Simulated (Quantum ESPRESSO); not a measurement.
CdS is modelled in the cubic space group F-43m (No. 216), the zinc blende structure, Pearson symbol cF8. Conventional cell: a = b = c = 5.825 Å, α = β = γ = 90.00°. S on 4c is coordinated by 4 Cd at 2.522 Å (tetrahedral). Cd on 4a has 4 S at 2.522 Å (tetrahedral). (Neighbours: up to the widest gap in distance over summed covalent radii, below 1.35, at either atom; cation-cation contacts left out.)
(The calculation used a cell of 2 atoms; values per cell refer to that cell.)

Cell and atoms were relaxed with PBEsol from Materials Project entry mp-2469, within its symmetry.

Q: What does PBEsol (Quantum ESPRESSO, PseudoDojo norm-conserving, 102 Ry, no spin-orbit coupling) give for the electronic structure near the Fermi level?

A: The PBEsol gap is direct, 1.01 eV at Γ. Spin-orbit splittings are left out.
